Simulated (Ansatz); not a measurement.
TiSi$_{2}$:
```
TiSi2
1.0
    4.37903     0.00000     0.00000
   -2.18952     3.79235     0.00000
    0.00000     0.00000     2.55622
Ti Si
1 2
Direct
  0.00000   0.00000   0.00000
  0.33333   0.66667   0.50000
  0.66667   0.33333   0.50000
```

Relaxed with PBE. Special points in fractions of this cell's reciprocal vectors: Γ (0.000, 0.000, 0.000); M (0.500, 0.000, 0.000); K (0.333, 0.333, 0.000); A (0.000, 0.000, 0.500); L (0.500, 0.000, 0.500); H (0.333, 0.333, 0.500).

Q: List the band energies nearest the Fermi level at these points for DFT-PBE in the program Ansatz with PAW potentials.

A: In eV from the Fermi level; about four levels below and three above (degenerate sets whole), none deeper than 8.9 eV; … stands for higher levels left out; points with the same levels are listed once.

```tsv
k	below	above
Γ	-5.16 -1.65 -1.01 -1.01	2.90 2.90 3.36 3.36
M	-5.36 -4.17 -0.81 -0.64	2.43 2.59 2.84
K	-7.09 -1.27 -1.24 -1.24	2.69 2.69 2.94
A	-0.86 -0.86 -0.30 -0.30	1.34 4.44 …
L	-5.38 -5.29 -4.57 -3.78	0.94 1.18 1.21
H	-4.80 -4.80 -3.02 -0.41	0.78 0.78 1.65 1.65
```

Space group P6/mmm. A made-up cell: these elements were put on the sites of a structure type; neither database checked (COD, Materials Project) lists it. It is not the phase usual at ambient conditions (space group No. 63, 70). Symmetry was held in the PBE relaxation; its stability against distortions is not shown here. The run is not spin-polarised.

Potentials: the later of the program's two PAW sets.
